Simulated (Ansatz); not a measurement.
A plane-wave DFT run in Ansatz 0.2.0 (scalar-relativistic PAW potentials unless the input names others): input and command.

```yaml
crystal:
  lattice:
    - [0.0, 4.9655619255, 4.9655619255]
    - [4.9655619255, 0.0, 4.9655619255]
    - [4.9655619255, 4.9655619255, 0.0]
  atoms:
    - { symbol: Cs, position: [0.75, 0.75, 0.75] }
    - { symbol: Cs, position: [0.25, 0.25, 0.25] }
    - { symbol: Cs, position: [0.5, 0.5, 0.5] }
    - { symbol: Sb, position: [0.0, 0.0, 0.0] }
    - { symbol: F, position: [0.7793799788, 0.2206200212, 0.2206200212] }
    - { symbol: F, position: [0.2206200212, 0.2206200212, 0.7793799788] }
    - { symbol: F, position: [0.2206200212, 0.7793799788, 0.7793799788] }
    - { symbol: F, position: [0.2206200212, 0.7793799788, 0.2206200212] }
    - { symbol: F, position: [0.7793799788, 0.2206200212, 0.7793799788] }
    - { symbol: F, position: [0.7793799788, 0.7793799788, 0.2206200212] }
basis:
  ecutwfc: 420
kpoints:
  mp_grid: { grid: [4, 4, 4] }
hamiltonian:
  xc: pbesol
scf:
  occupations: { method: gaussian, width: 0.02 }
  initial_density: { chi_scale: 0.1 }
output:
  forces: true
  eigenvalues: true
  stress: true
```

```bash
ansatz run input.yaml --threads 2 --pin off --max-ram 5120MiB --backend cpu --events-out ev --progress --plain --runs-dir out
```

Abridged log:
```
Basis set: ecut = 420 eV, 4813 PW (Γ), exchange–correlation on 96×96×96 points (8 copies of the dense FFT grid, shifted against one another)
Bands: 52, of which v1, the nominal top of the filled ones, is band 42 counted from 1 (41 counted from 0)
Symmetry: 48 space group operations
k-points: 8 of 64
SCF iter   1: F=—  HF=-27989.703061 eV  |F-HF|=—  |Δ(HF+E_count)|=         —  Δρ=1.48e-1  dr2=5.11e1  ethr=3.10e-3  ⟨swp⟩=10.5  Hψ=2091  notcnv=0
SCF iter   2: F=—  HF=-27979.386671 eV  |F-HF|=—  |Δ(HF+E_count)|=    1.03e1  Δρ=3.06e-2  dr2=6.00e0  ethr=3.10e-3  ⟨swp⟩=4.0  Hψ=1131  notcnv=0  defer=19
SCF iter   3: F=—  HF=-27977.686669 eV  |F-HF|=—  |Δ(HF+E_count)|=    1.70e0  Δρ=1.28e-2  dr2=1.52e0  ethr=3.10e-3  ⟨swp⟩=4.9  Hψ=888  notcnv=0  defer=19
SCF iter   4: F=—  HF=-27977.027401 eV  |F-HF|=—  |Δ(HF+E_count)|=   6.59e-1  Δρ=3.58e-3  dr2=4.30e-2  ethr=1.81e-3  ⟨swp⟩=5.4  Hψ=851  notcnv=0  defer=19
SCF iter   5: F=—  HF=-27977.035199 eV  |F-HF|=—  |Δ(HF+E_count)|=   7.80e-3  Δρ=8.31e-4  dr2=1.88e-3  ethr=5.12e-5  ⟨swp⟩=4.4  Hψ=835  notcnv=0  defer=20
automatic band count: iteration 5 solves 51 bands in place of 52: the levels show a gap, and the empty bands left out lie too high to hold charge; the band table lists the bands solved (type scf.n_extra_bands for more)
SCF iter   6: F=—  HF=-27977.036235 eV  |F-HF|=—  |Δ(HF+E_count)|=   1.04e-3  Δρ=2.61e-4  dr2=2.22e-4  ethr=2.23e-6  ⟨swp⟩=2.5  Hψ=780  notcnv=0  defer=12
automatic band count: iteration 6 solves 50 bands in place of 51: the levels show a gap, and the empty bands left out lie too high to hold charge; the band table lists the bands solved (type scf.n_extra_bands for more)
SCF iter   7: F=—  HF=-27977.036455 eV  |F-HF|=—  |Δ(HF+E_count)|=   2.20e-4  Δρ=6.54e-5  dr2=1.36e-5  ethr=2.64e-7  ⟨swp⟩=2.0  Hψ=724  notcnv=0  defer=12
SCF iter   8: F=—  HF=-27977.036316 eV  |F-HF|=—  |Δ(HF+E_count)|=   1.39e-4  Δρ=1.96e-5  dr2=1.75e-6  ethr=1.62e-8  ⟨swp⟩=2.0  Hψ=623  notcnv=0  defer=12
SCF iter   9: F=—  HF=-27977.036317 eV  |F-HF|=—  |Δ(HF+E_count)|=   9.26e-7  Δρ=5.68e-6  dr2=1.19e-7  ethr=2.08e-9  ⟨swp⟩=2.0  Hψ=601  notcnv=0  defer=12
SCF iter  10: F=-27977.036317 eV  HF=-27977.036317 eV  |F-HF|=6.86e-9  |Δ(HF+E_count)|=   1.02e-7  Δρ=9.37e-7  dr2=3.65e-9  ethr=1.19e-10  ⟨swp⟩=12.4  Hψ=1945  notcnv=0
SCF 1 converged in 10 iterations: F = -27977.036317 eV  dr2 = 3.65e-9
SCF converged after 10 iterations
Free energy (F): -27977.036317 eV
Harris-Foulkes:  -27977.036317 eV  (|F-HF|=6.86e-9)
Internal energy: -27977.036317 eV  (E = F + TS)
E sigma→0 (E₀):  -27977.036317 eV
Fermi energy:    6.231790 eV
--- Forces (eV/Å), atoms counted from 1 ---
  atom   1  Cs     0.00000000     0.00000000     0.00000000
  atom   2  Cs     0.00000000     0.00000000     0.00000000
  atom   3  Cs     0.00000000     0.00000000     0.00000000
  atom   4  Sb     0.00000000     0.00000000     0.00000000
  atom   5  F      0.00039382     0.00000000     0.00000000
  atom   6  F      0.00000000     0.00000000     0.00039382
  atom   7  F     -0.00039382     0.00000000     0.00000000
  atom   8  F      0.00000000     0.00039382     0.00000000
  atom   9  F      0.00000000    -0.00039382     0.00000000
  atom  10  F      0.00000000     0.00000000    -0.00039382
--- Stress (GPa, compression-positive) ---
       -0.018149       0.000000       0.000000
        0.000000      -0.018149       0.000000
        0.000000       0.000000      -0.018149
  P = ⅓ Tr σ = -0.0181 GPa (-0.181 kbar)
```

Apart from outputs, empty bands and the relaxation, which only the reference makes, the input differs from a reference run on usual settings in scf.initial_density.chi_scale: not typed → 0.1. The reference, at the same geometry, ended its own course with pressure -0.02 GPa, largest force 0.000 eV/Å, gap on the mesh 3.67 eV. This run converged in 10 SCF iterations with an energy at zero smearing within 0.01 meV/atom of the reference's, pressure -0.02 GPa, largest force 0.000 eV/Å, gap on the mesh 3.67 eV.

The run took 5.3 s on 2 threads of Intel(R) Xeon(R) Platinum 8375C CPU @ 2.90GHz (Ice Lake), with other jobs on the host, peak memory 0.63 GiB.